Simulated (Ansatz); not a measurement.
YInCu$_{4}$:
Space group F-43m (No. 216); a = b = c = 7.181 Å, α = β = γ = 90.00°

```tsv
atom	site	symmetry	x	y	z
Y	4a	-43m	0.0000	0.0000	0.0000
In	4d	-43m	0.7500	0.7500	0.7500
Cu	16e	.3m	0.3754	0.3754	0.3754
```
(The calculation used a cell of 6 atoms; values per cell refer to that cell.)

Relaxed with r²SCAN.

Question: Which orbitals make up the states near the Fermi level in plane-wave PAW r²SCAN (Ansatz code)?

Answer: Within 0.5 eV of the Fermi level: In 5p 31 %, Y 4d 28 %, Cu 3d 18 %, Cu 4s 7 %, outside the projected shells 11 %. Projections are on Löwdin-orthogonalised atomic valence shells; empty p or d shells of many metals are not among them.

Question: Tabulate the density of states.

Answer: States/eV per cell of 6 atoms, in 0.25 eV bins, energy from the Fermi level.

```
E (eV)  total  Cu 3d  Y 4d  Cu 4s
------  -----  -----  ----  -----
-7.85    0.94   0.04  0.04   0.38
-7.60    1.26   0.07  0.07   0.46
-7.35    1.24   0.10  0.09   0.38
-7.10    1.31   0.15  0.12   0.30
-6.85    0.31   0.04  0.03   0.10
-6.60    0.63   0.08  0.05   0.26
-6.35    1.43   0.21  0.14   0.56
-6.10    2.71   0.50  0.34   0.93
-5.85    1.29   0.41  0.19   0.25
-5.60    1.35   0.52  0.17   0.29
-5.35    2.24   0.87  0.25   0.67
-5.10    1.56   0.48  0.22   0.55
-4.85    1.94   0.91  0.24   0.48
-4.60    6.03   4.39  0.36   0.54
-4.35   11.61   9.11  0.56   0.71
-4.10   11.14   9.83  0.26   0.35
-3.85   22.21  20.69  0.33   0.28
-3.60   15.18  14.12  0.30   0.28
-3.35   17.10  15.59  0.54   0.37
-3.10   18.15  16.57  0.56   0.44
-2.85   18.70  17.70  0.35   0.28
-2.60   21.00  20.25  0.24   0.30
-2.35   11.28  10.04  0.47   0.19
-2.10    6.44   5.55  0.25   0.20
-1.85    2.58   1.91  0.14   0.18
-1.60    1.78   0.90  0.15   0.20
-1.35    2.70   1.13  0.37   0.24
-1.10    3.78   1.43  0.68   0.29
-0.85    2.79   1.00  0.42   0.26
-0.60    3.62   0.85  0.62   0.41
-0.35    2.25   0.44  0.52   0.17
-0.10    0.36   0.07  0.10   0.01
0.15     0.11   0.01  0.02   0.01
0.40     0.68   0.07  0.36   0.04
0.65     1.56   0.20  0.75   0.17
0.90     3.13   0.38  1.28   0.47
1.15     4.37   0.50  1.86   0.74
1.40     2.24   0.21  1.04   0.27
1.65     3.56   0.26  1.74   0.34
1.90     4.34   0.30  2.67   0.30
2.15     5.19   0.33  3.00   0.42
2.40     6.73   0.38  3.85   0.63
2.65     2.76   0.14  1.08   0.30
2.90     2.82   0.14  0.91   0.44
3.15     1.61   0.07  0.55   0.26
3.40     1.02   0.04  0.47   0.15
3.65     0.99   0.04  0.45   0.16
3.90     0.92   0.03  0.40   0.15
4.15     0.72   0.02  0.28   0.13
4.40     0.62   0.02  0.19   0.11
4.65     0.71   0.02  0.21   0.14
```

The workflow started from a Materials Project entry (that database holds measured and hypothetical structures alike); the Crystallography Open Database copy checked does not list it. With Y and In taken as one species the cell has the higher symmetry Fd-3m, so it may be an ordered model of a mixed-site phase. Whether it is the stable phase at ambient conditions was not checked. Symmetry was held in the r²SCAN relaxation; whether a distortion lowers the energy is not shown. The run is not spin-polarised. Scalar-relativistic: spin–orbit coupling is off unless named, which matters more the heavier the elements.

Potentials: the earlier of the program's two PAW sets.
